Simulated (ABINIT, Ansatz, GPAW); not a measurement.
**The net moment per atom of CsLiCr2Te2S3, sorted by core time**

```cif
data_structure
_symmetry_space_group_name_H-M 'P 1'
_symmetry_Int_Tables_number 1
_cell_length_a 6.2086
_cell_length_b 6.2086
_cell_length_c 7.9783
_cell_angle_alpha 101.504
_cell_angle_beta 101.504
_cell_angle_gamma 113.114
_cell_volume 263.68
loop_
_atom_site_label
_atom_site_type_symbol
_atom_site_fract_x
_atom_site_fract_y
_atom_site_fract_z
_atom_site_occupancy
Cs1 Cs 0.09374 0.09374 0.00853 1
Li1 Li 0.58875 0.58875 0.55336 1
Cr1 Cr 0.05646 0.46755 0.55790 1
Cr2 Cr 0.46755 0.05646 0.55790 1
Te1 Te 0.56486 0.87357 0.29035 1
Te2 Te 0.87357 0.56486 0.29035 1
S1 S 0.81151 0.39697 0.73347 1
S2 S 0.39697 0.81151 0.73347 1
S3 S 0.21404 0.21404 0.48371 1
```

The cell comes from a database or a generator and needn't be the stable form of this composition.

```tsv
rung	level	program and potentials	cutoff (eV)	k mesh	smearing	task	core time	chip	net moment per atom (μB)	notes
non-local van der Waals functional	vdW-DF	GPAW, GPAW PAW data sets (gpaw-data 1.2.1)	800	3 × 3 × 2	fermi-dirac 0.05	single point	3.3 min	Intel Xeon 6975P-C Granite Rapids	0.45	coarse mesh; potentials made for PBE; 5.78 valence electrons an atom on average
LDA	LDA	Ansatz, all-electron LAPW, scalar-relativistic	-	4 × 4 × 3	fermi-dirac 0.05	band structure	8.4 min	AMD EPYC 9R45 Zen 5	0.44	coarse mesh
GGA	PBE	Ansatz, Ansatz NC with PseudoDojo standard (PBE files)	1279	5 × 5 × 4	fermi-dirac 0.05	single point	11 min	Intel Xeon 6975P-C Granite Rapids	0.45	10 valence electrons an atom on average
GGA	PBE	ABINIT, JTH PAW PBE v2.0	626	3 × 3 × 2	fermi-dirac 0.05	single point	14 min	Intel Xeon Platinum 8559C Emerald Rapids	0.45	coarse mesh; 7.78 valence electrons an atom on average
GGA	RPBE	Ansatz, all-electron LAPW, scalar-relativistic	-	4 × 4 × 3	fermi-dirac 0.05	band structure	16 min	Intel Xeon Platinum 8488C Sapphire Rapids	0.45	coarse mesh
GGA	PW91	GPAW, PAW data sets generated for this functional	800	4 × 4 × 3	fermi-dirac 0.05	band structure	30 min	AMD EPYC 9R45 Zen 5	0.45	5.78 valence electrons an atom on average
GGA	PBE	ABINIT, SG15 NC PBE v1.2	816	3 × 3 × 2	fermi-dirac 0.05	single point	34 min	Intel Xeon 6975P-C Granite Rapids	0.45	coarse mesh; 10 valence electrons an atom on average
LDA	LDA	GPAW, the program's PAW data sets (release 1.2.1) made for this functional	800	4 × 4 × 3	fermi-dirac 0.05	band structure	48 min	AMD EPYC 9R45 Zen 5	0.45	5.78 valence electrons an atom on average
meta-GGA	r2SCAN	GPAW, GPAW PAW data sets (gpaw-data 1.2.1)	800	4 × 4 × 3	fermi-dirac 0.05	band structure	1.8 h	AMD EPYC 9R45 Zen 5	0.45	potentials made for PBE; 5.78 valence electrons an atom on average
```

Times are single runs on shared hosts and different chips, so they are rough; meshes, cutoffs and the tasks' sizes weigh on the time. All rows: collinear spin, ferromagnetic start. Smearing widths are in eV. For a metal such meshes aren't converged. Meshes differ between rows, which moves values too. Meshes are those of the run's cell of 9 atoms unless a note names another. A magnetic state is the one that its parallel start led to; the crystal's real order can differ. Runs on faulty files, with rough fits or with known faults for this quantity aren't shown. No row holds spin-orbit coupling.

By rung: LDA 0.45; GGA 0.45; meta-GGA 0.45; LDA on coarse meshes 0.44; GGA on coarse meshes 0.45; non-local van der Waals functional on coarse meshes 0.45 (μB).
